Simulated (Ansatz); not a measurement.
# HfIn4SiO6 and the effect of the functional

```cif
data_structure
_symmetry_space_group_name_H-M 'P 1'
_symmetry_Int_Tables_number 1
_cell_length_a 6.4456
_cell_length_b 6.4456
_cell_length_c 6.4937
_cell_angle_alpha 96.821
_cell_angle_beta 96.821
_cell_angle_gamma 119.845
_cell_volume 227.34
loop_
_atom_site_label
_atom_site_type_symbol
_atom_site_fract_x
_atom_site_fract_y
_atom_site_fract_z
_atom_site_occupancy
Hf1 Hf 0.10178 0.10178 0.00912 1
In1 In 0.79222 0.48204 0.00818 1
In2 In 0.48204 0.79222 0.00818 1
In3 In 0.54472 0.21983 0.48398 1
In4 In 0.21983 0.54472 0.48398 1
Si1 Si 0.85433 0.85433 0.44523 1
O1 O 0.83500 0.58822 0.38104 1
O2 O 0.58822 0.83500 0.38104 1
O3 O 0.02899 0.02899 0.29500 1
O4 O 0.97920 0.97920 0.69555 1
O5 O 0.42852 0.14514 0.07435 1
O6 O 0.14514 0.42852 0.07435 1
```

The cell comes from a database or a generator and needn't be the stable form of this composition.

Kept alike: task single point; k mesh 2 × 2 × 2; occupations fermi-dirac, width 0.05 eV; no spin polarisation. Program: Ansatz, Ansatz PAW. Cutoffs run from 420 to 500 eV. The mesh is that of the run's cell of 12 atoms. No spin-orbit coupling.

| run | band gap (eV) | pressure (GPa) |
| --- | --- | --- |
| A | 1.395 | -2.66 |
| B | 2.213 | -2.83 |
| C | 2.348 | -4.70 |
| D | 1.547 | -2.76 |

The k mesh is coarse, so the values aren't converged. Pressure is positive in compression, with a Pulay correction for the finite cutoff. A gap read on the mesh alone can miss an edge between its points. All rows use potentials made for PBE.

Task: The runs differ in the functional (and the cutoff that goes with it) alone: HSE03; HSE06; PBE0; r2SCAN0. Which run is which?

Result: Run A is HSE03; run B is PBE0; run C is r2SCAN0; run D is HSE06. The band gap runs from 1.395 (HSE03) to 2.348 eV (r2SCAN0). The pressure runs from -4.70 (r2SCAN0) to -2.66 GPa (HSE03). A positive pressure means that the functional's own cell is larger than the one given, a negative one that it is smaller.
